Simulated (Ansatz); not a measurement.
## Ge₂Sb (P6/mmm)

Theory: Ansatz, DFT PBE, scalar-relativistic, plane waves, PAW.

Plane waves to 420 eV, a k mesh through Γ of 18×18×6 on the computed 3-atom cell and Gaussian smearing (0.10 eV); no spin polarisation.

The structure is relaxed at this level of theory with its symmetry kept, and needn't be the ground state of this composition.

Space group P6/mmm (No. 191), hexagonal, a = 3.081 Å, c = 8.464 Å. Ge is surrounded by 1 Ge at 2.68 Å, 1 Sb at 2.89 Å and 6 Ge at 3.08 Å; Sb is surrounded by 2 Ge at 2.89 Å and 6 Sb at 3.08 Å.

```json
{
 "Volume per atom": "23.19 Å³",
 "Formation energy from the elements' standard states (uncorrected)": "+0.308 eV/atom",
 "Kohn–Sham band gap": "none (metal)",
 "Density of states at the Fermi level": "1.5 states/eV per cell",
 "Orbital (Löwdin) character within 0.5 eV of the Fermi level": "Ge 4p 55 %, Sb 5p 28 %, Ge 4s 11 %",
 "Bader charge by site (e)": "Ge (2 in the cell) -0.01, Sb (1 in the cell) 0.03"
}
```

Spin-orbit coupling is left out, which matters for the bands of heavy elements.

Another cell of Ge2Sb relaxed alike, in P-3m1, lies 127 meV/atom lower, so this cell isn't the stable form at this level.

The cell was found from a structure generator's guess, not taken from experiment. Löwdin shares on free-atom orbitals overweight diffuse shells.
